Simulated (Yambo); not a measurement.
Material: LiLa2O3H (space group Immm, No. 71); a = b = c = 6.972 Å, α = 150.23°, β = 148.39°, γ = 43.97° (7 atoms in the cell). The geometry is that of Materials Project entry mp-24148, symmetrised and not relaxed again.

With PBEsol (pw.x of Quantum ESPRESSO, ONCV potentials, no spin-orbit coupling), the gap between the mesh's edge points ((0, -0.5, -0.5) → (0.25, 0.25, -0.25)) is 1.835 eV.

Q: By how much does one-shot G0W0 (Yambo; 4×4×4 Γ-centred k mesh, bands 2 to 101 and a 6 Ry block in the screening, 101 bands in G with the Bruneval-Gonze terminator, plasmon pole fitted at 27.2 eV) open this gap, and what gap results?

A: The correction is 1.451 eV, giving 3.286 eV, 1.8 times the PBEsol value.  Convergence of the G0W0 settings was not tested. The 4f states are in the valence at their DFT position.

The structure is a Materials Project entry; no match was found in the copy of COD used, and its stability was not checked.
